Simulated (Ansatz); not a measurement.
## CsVBr3 (P6_3/mmc): exchange between two sublattices

Computed with Ansatz (plane waves, PAW): PBEsol+U, U_eff = 3.0 eV (Dudarev form) on V d, fully localised double counting, scalar-relativistic datasets, 420 eV, PAW set soft_2 (made for PBE), 3×3×3 mesh, Gaussian smearing of 0.05 eV.

```yaml
crystal:
  lattice:
    - [7.57000, 0.00000, 0.00000]
    - [-3.78500, 6.55581, 0.00000]
    - [0.00000, 0.00000, 6.32000]
  atoms:
    - { symbol: Cs, position: [0.33333, 0.66667, 0.75000] }
    - { symbol: Cs, position: [0.66667, 0.33333, 0.25000] }
    - { symbol: V, position: [0.00000, 0.00000, 0.00000] }
    - { symbol: V, position: [0.00000, 0.00000, 0.50000] }
    - { symbol: Br, position: [0.16000, 0.32000, 0.25000] }
    - { symbol: Br, position: [0.84000, 0.16000, 0.75000] }
    - { symbol: Br, position: [0.68000, 0.84000, 0.25000] }
    - { symbol: Br, position: [0.84000, 0.68000, 0.75000] }
    - { symbol: Br, position: [0.16000, 0.84000, 0.25000] }
    - { symbol: Br, position: [0.32000, 0.16000, 0.75000] }
```

The structure is that of a cell as deposited in COD, unrelaxed.

Cell and atoms stay fixed; no spin–orbit coupling. The cell holds two magnetic ions, atoms 3 and 4, and the lowest free states with their moments parallel and opposed are compared.

**Question.** Which order lies lower, by how much, and what else changes?

**Answer.** The opposed one, by 16.7 meV/atom (83 meV per magnetic ion). Parallel: gap 2.53 eV, moments V 2.56 μB (cell 6.00 μB), pressure 0.5 GPa. Opposed: gap 3.30 eV, moments V 2.53, -2.53 μB, pressure 0.2 GPa.

Both states fill the shells alike (parallel: V 3↑ 0↓, 3.70 e; opposed: V 3↑ 0↓, 3.70 e; V 0↑ 3↓, 3.70 e; their occupation matrices agree within 0.02, spins exchanged on the turned ion), so they differ in the order of the moments and not in the filling. A natural orbital (eigenvector of a shell's occupation matrix) is counted as filled above 0.75 (0.9 in a metal) and as partly filled from 0.35 up to that; ↑ and ↓ are the spin channels. The gap is wider by 0.76 eV with opposed moments; with parallel ones the gaps within each spin are 2.53 and 4.23 eV. With spin off the cell lies 645.2 meV/atom from the lower state (gap zero (metallic)).

In the opposed pattern, atom 3 has 2 of its 2 magnetic neighbours at 3.16 Å, 0 of 2 at 6.32 Å, 0 of 6 at 7.57 Å, 12 of 12 at 8.20 Å turned against it; the energy difference holds only the couplings to turned neighbours.

**Question.** The moments are now held at an angle, ending 150° apart (non-collinear spin). What is the energy against the parallel state?

**Answer.** A Heisenberg form, E(θ) − E(0°) = [E(180°) − E(0°)] (1 − cos θ)/2, gives -167 × (1 − cos 150.2°)/2 = -156 meV per cell; the run gave -158 meV. The miss of 2 meV is to be set against the 11 meV that the form puts between this angle and the nearer collinear state; it points to terms beyond the bilinear one, a changed orbital state or the mesh.

Only these patterns were run; an order that needs another cell may lie lower. At this level the cell was started in 17 ways, of which 1 didn't converge. For metallic states the mesh is coarse, so energy differences carry some meV/atom. Spin–orbit coupling is left out. U wasn't fitted or computed for this material, so the results show what this U gives and needn't match the real solid. A gap on the mesh alone may shrink between mesh points. Site moments are integrated in small spheres and here fall short of the shell's N↑ − N↓.
